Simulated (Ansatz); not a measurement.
Relaxed Zn (hcp, Mg type):

```
Zn
1.0
    5.24526     0.00000     0.00000
   -1.31132     2.27126     0.00000
    0.00000     0.00000     5.18869
Zn
4
Direct
  0.16667   0.66667   0.75000
  0.66667   0.66667   0.75000
  0.33333   0.33333   0.25000
  0.83333   0.33333   0.25000
```

The atoms are displaced by Q × the pattern below (from a DFPT mode at M = (0.5, 0.0, 0.0), largest move 1; Q in Å), at fixed cell. (q is in reciprocal vectors of the primitive cell; the cell shown is doubled to hold the pattern.)

```csv
atom,x,y,z
Zn1,0.000,0.000,-1.000
Zn2,0.000,0.000,1.000
Zn3,0.000,0.000,1.000
Zn4,0.000,0.000,-1.000
```

These are PBE (plane waves to 420 eV, PAW, scalar-relativistic; Ansatz, an electronic-structure program) values and carry that method's errors. k mesh 10×20×9 (Γ-centred), Fermi-Dirac smearing 0.05 eV. The energy includes the smearing's −TS. With partly filled bands, energies and forces of such displacements shift with the k mesh and the smearing. Zn was relaxed with its symmetry unable to fall. The zero of ΔE is the undisplaced structure. The last digit holds for this mesh only.

| Q (Å) | ΔE (meV/cell) |
|---|---|
| -0.2800 | 208.4 |
| -0.2333 | 117.6 |
| -0.1867 | 61.6 |
| -0.1400 | 28.5 |
| -0.0933 | withheld |
| -0.0467 | 2.4 |
| 0.0000 | 0.0 |
| 0.0467 | 2.4 |
| 0.0933 | withheld |
| 0.1400 | 28.5 |
| 0.1867 | 61.6 |
| 0.2333 | 117.6 |
| 0.2800 | 208.4 |

### Question
Fit an even polynomial form (powers 2, 4) to the given rows and predict ΔE at Q = 0.0933.

### Answer
Least squares on the 11 given rows: ΔE = (1048)·Q² + (20530)·Q⁴, in meV/cell with Q in Å; root-mean-square residual 0.13 meV/cell. At 0.0933 the fit gives 10.7 meV/cell; the calculation gives 10.7 meV/cell, the same to the digits shown. The quadratic term alone would give 9.1 meV/cell.

(For displaced atoms, the force is minus the slope of the energy, and its curvature is a force constant, which sets phonon frequencies.)
